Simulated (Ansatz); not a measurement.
**Cd, one cell by several methods**

```
Cd
1.0
     3.03730    0.00000    0.00000
    -1.51865    2.63038    0.00000
     0.00000    0.00000    5.72783
Cd
2
Direct
  0.33333 0.66667 0.25000
  0.66667 0.33333 0.75000
```

Atoms are numbered in the order listed.

The cell is COD entry 9008490, as deposited and not checked against the literature; nothing was relaxed. The listed cell was then made from it by scaling, straining or moving an atom.

All numbers are computed: DFT, PBEsol, PAW with Ansatz's default frozen-core files, scalar-relativistic (Ansatz 0.2.0); DFT, PBEsol, all-electron PAW with datasets made for the crystal, scalar-relativistic (Ansatz 0.2.0); DFT, PBEsol, all-electron LAPW, scalar-relativistic (Ansatz 0.2.0).

For PAW: a Γ-centred 16×16×7 k mesh, Fermi–Dirac smearing of 0.05 eV, cutoff 420 eV, no spin polarisation; the PAW files were made with PBE, and the program remakes their frozen cores for this functional. The crystal-made all-electron datasets (AE datasets) take a cutoff of 260 eV at this cell. LAPW targets a basis error of 1 meV/atom. The Ansatz runs share mesh, smearing and spin set-up. Plane-wave (PAW) pressures include the program's estimate of the Pulay term.

Stress and pressure are positive in compression.

The change that made this cell: volume scaled by 1.06.

No spin–orbit coupling: at heavy atoms the gradients can be off by tens of per cent for that reason.

In a metal, gradients converge slowly with the k mesh: the values move by tens of per cent from one mesh to another, at times in sign, so only the comparison on one mesh counts.

| quantity | PAW | AE datasets | LAPW |
| --- | --- | --- | --- |
| pressure (GPa) | -4.12 | -4.13 | -4.13 |
| stress xx (GPa) | -4.44 | -4.44 | -4.44 |
| stress zz (GPa) | -3.50 | -3.50 | -3.50 |
| field gradient Vzz at Cd1 (10²¹ V/m²) | 6.62 | 6.78 | – |

PAW's pressure differs from the LAPW value by about 0.01 GPa or less.
